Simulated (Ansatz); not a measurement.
**Field gradients of SiO2 from run to run**

Cell of run 1: a structure deposited in the COD, taken as it stands.

Space group P4_12_12 (No. 92); a = 4.9709, c = 6.9278 Å.

```
site  Wyckoff  site symmetry       x       y       z
  Si       4a            ..2  0.3005  0.3005  0.0000
   O       8b              1  0.2392  0.1037  0.1786
```

One atom of each set is listed.

Relaxed positions (PBE, cell held):

Si (0.3055, 0.3055, 0.0000)
O (0.2365, 0.1168, 0.1852)

All runs are DFT with Ansatz 0.2.0 (plane waves and PAW, scalar-relativistic unless spin–orbit coupling is named, Γ-centred meshes, Fermi–Dirac smearing where given) in this cell.

Run 1: PBE, gradients read without the response of the cores, atoms as given; 420 eV, 5×5×4 k-points, smearing 0.02 eV.
Run 2: PBE, gradients read without the response of the cores, atoms relaxed; 420 eV, 5×5×4 k-points, smearing 0.02 eV.
Run 3: r2SCAN, gradients read without the response of the cores, at the relaxed atoms; 500 eV, 5×5×4 k-points, smearing 0.02 eV.

```json
{"run": "1", "Si V_zz (η)": "-0.50 (0.97)", "O V_zz (η)": "9.38 (0.14)"}
{"run": "2", "Si V_zz (η)": "?", "O V_zz (η)": "?"}
{"run": "3", "Si V_zz (η)": "-0.36 (0.82)", "O V_zz (η)": "9.66 (0.19)"}
```

V_zz in 10²¹ V/m².

Task: Estimate the row of run 2.

Result: Si: -0.36 (0.88); O: 9.74 (0.19). It lies nearest to run 3, from whose tensors on these sites it differs by 0.09 at most (largest principal value of the difference, on O). Taken one at a time, the positions of the atoms (as given or relaxed) move the tensors on these sites by up to 0.53 (largest principal value of the change, on O), the functional (r2SCAN with its higher cutoff) by 0.09 (O).

In runs 1, 3 the atoms aren't at the calculated equilibrium (largest force 0.50, 0.31 eV/Å). The cell isn't the equilibrium one in run 1 (calculated pressure 8 GPa), and the entry's cell may itself be off.
